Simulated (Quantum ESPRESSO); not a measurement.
# Al2Zr3InRh2: one composition in several site orders

Simulated, not a measurement. The program is pw.x of Quantum ESPRESSO 7.5 (plane-wave density functional theory). The cell is made up: eight metal atoms on a face-centred cubic lattice, with elements, volume, strain and displacements drawn at random and not relaxed, so it may be unstable or far from any real phase. PseudoDojo standard norm-conserving files set the functional (PBE unless stated); there is no spin polarisation or spin-orbit coupling, the Fermi-Dirac width of 0.25 eV means electrons at about 2900 K, and the masses in the input are unused placeholders. A spin test at this wide smearing found no moment, but such smearing suppresses magnetism that the real alloy may have.

The runs put one composition on the sites in different orders. Cell, positions, cutoff, mesh and smearing stay as in the input of run 1; sites are counted in its order. Stress in the tables is positive in tension.

Input of run 1:

```
&control calculation='scf', pseudo_dir='./dojo.nc.sr.pbe.v0_5.standard.upf', outdir='./o', disk_io='minimal', tprnfor=.true., tstress=.true. /
&system ibrav=0, nat=8, ntyp=4, nbnd=59, ecutwfc=87.97787729, nosym=.true., tot_charge=0,
 occupations='smearing', smearing='fd', degauss=0.0183746611
/
&electrons conv_thr=1.470e-08, electron_maxstep=70, mixing_beta=0.5 /
ATOMIC_SPECIES
Al 1.0 Al.upf
In 1.0 In.upf
Rh 1.0 Rh.upf
Zr 1.0 Zr.upf
CELL_PARAMETERS angstrom
-0.0202 2.1151 2.1808
-4.2091 -0.0018 0.0421
-0.0878 -8.4549 8.7178
ATOMIC_POSITIONS angstrom
Al -0.0078 -0.0269 -0.0075
Zr -0.031 -2.0542 2.2054
In -0.0136 -4.1658 4.3711
Zr -0.0465 -6.3401 6.5069
Zr -2.1368 -0.0011 2.222
Rh -2.1206 -2.0814 4.3869
Al -2.1593 -4.2191 6.5523
Rh -2.1948 -6.3675 8.7721
K_POINTS automatic
8 6 2 1 1 1
```

| run | elements on sites 1 to 8 | free energy less that of run 1 (eV) | -TS (eV) | pressure (GPa) | stress xx (GPa) | stress yy (GPa) | stress zz (GPa) | stress yz (GPa) | stress xz (GPa) | stress xy (GPa) | iterations |
| --- | --- | --- | --- | --- | --- | --- | --- | --- | --- | --- | --- |
| 1 | Al Zr In Zr Zr Rh Al Rh | 0.000 | -1.411 | -3.91 | 7.54 | 1.52 | 2.67 | -3.59 | -0.73 | 0.16 | 17 |
| 2 | Al In Al Zr Zr Rh Rh Zr | 0.265 | -1.420 | -4.38 | 8.31 | 1.53 | 3.30 | -1.23 | -0.85 | 0.10 | 20 |
| 3 | In Al Al Zr Rh Zr Rh Zr | 0.071 | -1.445 | -4.25 | 6.47 | 2.74 | 3.54 | -2.88 | -0.77 | 0.00 | 18 |
| 4 | Zr In Rh Zr Al Rh Zr Al | 0.933 | -1.559 | -3.58 | 5.24 | 2.29 | 3.22 | -2.89 | -0.92 | 0.17 | 19 |
| 5 | Zr Zr Al Al Rh Zr In Rh | 0.523 | -1.399 | -2.84 | 8.22 | 0.09 | 0.20 | -2.87 | -0.49 | -0.13 | 17 |
| 6 | Al Al Rh In Zr Rh Zr Zr | 0.109 | -1.490 | -4.75 | 4.08 | 4.21 | 5.97 | -2.59 | -1.39 | 0.21 | 18 |

Forces Fx Fy Fz (eV/Å):

```
site             run 1             run 2             run 3             run 4             run 5             run 6
   1  -0.09 0.79 -0.57   0.02 0.40 -0.17   0.14 -1.03 1.04   0.05 -0.19 0.32   0.02 0.60 -0.69   0.02 -0.10 0.28
   2   0.11 -1.39 0.88   0.13 -1.41 1.01   0.04 0.65 -0.56   0.07 -1.16 1.14   0.06 0.68 -0.47   0.08 -1.49 1.13
   3  -0.07 0.23 -0.29   0.01 0.16 -0.16   0.07 -0.62 0.36  -0.02 -0.43 0.33  -0.03 0.02 -0.19  -0.03 -0.12 0.05
   4   0.01 -1.02 0.92  -0.17 1.67 -1.28  -0.14 1.43 -1.04  -0.10 -0.65 0.62   0.06 -1.01 0.91   -0.14 0.13 0.02
   5   0.02 1.21 -0.97   0.01 -0.03 0.18   0.06 -0.50 0.34  0.03 -0.09 -0.06  0.00 -0.05 -0.05   0.03 -0.56 0.67
   6  -0.05 0.39 -0.24   0.00 -0.15 0.15   -0.11 0.06 0.17  -0.05 0.14 -0.08  -0.12 -0.42 0.59  -0.04 0.61 -0.51
   7    0.05 0.00 0.09  -0.02 0.00 -0.02  -0.01 0.37 -0.36  -0.01 2.17 -2.00   0.06 -0.36 0.42  -0.06 1.93 -1.81
   8   0.02 -0.22 0.18   0.03 -0.63 0.28  -0.04 -0.36 0.06   0.02 0.20 -0.27  -0.06 0.55 -0.51   0.13 -0.42 0.17
```

The sites are displaced and not relaxed, so the energy differences mix bonding between neighbours with strain and are not ordering energies. A rerun of one cell of this series at a higher cutoff and on a denser mesh moved values by no more than 0.002 eV in energy, 0.07 GPa in stress and 0.006 eV/Å in force, and a second program with other atomic files agreed on that cell to 2 % rms in force and 0.5 GPa in pressure.